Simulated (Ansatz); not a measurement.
The relaxed structure here is a generated cell of TaSi2: the first start was made by placing the elements on the sites of a structure type, and the end was not matched to a known phase here, so it may be hypothetical. Known forms of TaSi2 include space group No. 181.

The end point of a relaxation of TaSi2. All values below come from PBE (plane waves to 420 eV, PAW, scalar-relativistic; Ansatz, a quantum-chemistry and plane-wave program).

```
CELL_PARAMETERS angstrom
     -1.64177     1.64177     4.10637
      1.64177    -1.64177     4.10637
      1.64177     1.64177    -4.10637
ATOMIC_POSITIONS crystal
  Ta 0.50000 0.50000 0.00000
  Si 0.83176 0.83176 0.00000
  Si 0.16824 0.16824 0.00000
```

Question: Determine the symmetry and give the standard cell with its independent sites.

Answer: Space group I4/mmm (No. 139); a = 3.2835 Å, b = 3.2835 Å, c = 8.2127 Å, α = 90.00°, β = 90.00°, γ = 90.00°

```csv
atom,site,symmetry,x,y,z
Ta,2b,4/mmm,0.0000,0.0000,0.5000
Si,4e,4mm,0.0000,0.0000,0.1682
```

This is the AFLOW prototype AB2_tI6_139_a_e (C11_b, as in Si2Mo).

Question: Give the shortest distances between elements (the closest pairs, up to four, under 3.6 Å).

Answer: Si–Si 2.68 Å; Si–Ta 2.70 Å; Ta–Ta 3.28 Å.

| Property | Value |
|---|---|
| Volume per atom | 14.76 Å³ |
| Band gap | zero (metallic) |

No spin polarisation in the result. The relaxed primitive cell holds an odd number of electrons. A magnetic state may lie lower.

It was reached from a disturbed copy of a P6/mmm (No. 191) cell, against which it lies -0.43 eV/atom.
